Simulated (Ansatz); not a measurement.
This VMoS₄ structure is the end of a relaxation. The cell was found from a structure generator's guess, not taken from experiment.

Level of theory: DFT PBE, scalar-relativistic, plane waves, PAW (Ansatz 0.2.0). Cutoff 420 eV, Γ-centred mesh, Gaussian smearing, collinear spin.

```
CELL_PARAMETERS angstrom
3.18816 0.00000 0.00000
-1.59408 2.76102 0.00000
0.00000 0.00000 13.58030
ATOMIC_POSITIONS crystal
V 0.00000 0.00000 0.50000
Mo 0.00000 0.00000 0.00000
S 0.66667 0.33333 0.39213
S 0.66667 0.33333 0.88324
S 0.33333 0.66667 0.11676
S 0.33333 0.66667 0.60787
```

The zero of energy is the elements' standard structures at the same level; no fitted shifts are applied.

(1) What space group does it have?

(2) What is its formation energy per atom?

(3) Is it a metal?

(4) Which magnetic moments does it keep?

Answers

(1) P-3m1 (No. 164). Conventional cell: a = 3.188 Å, c = 13.580 Å. V is surrounded by 6 S at 2.35 Å; Mo has 6 S at 2.43 Å; around S on its first site lie 3 V at 2.35 Å; S on its second site is surrounded by 3 Mo at 2.43 Å.

(2) −0.74 eV/atom.

(3) Yes, bands cross the Fermi level on the 12×12×4 mesh.

(4) 0.00 μB per atom net, the space between the atoms included; by site: all under 0.1 μB.

The last run used collinear spin, a 12×12×4 mesh (in the run's order of axes) for its 6-atom cell and Gaussian smearing of 0.10 eV. Weakly bound directions are ill-defined at this level, which has no dispersion term. No Hubbard U is applied to the 3d shell of V. The reference form of S is held partly by dispersion forces, which this level lacks. A structure relaxed within its symmetry needn't be a true minimum. Another cell of VMoS4 relaxed alike, in P-6m2, lies 148 meV/atom lower, so this cell isn't the stable form at this level.
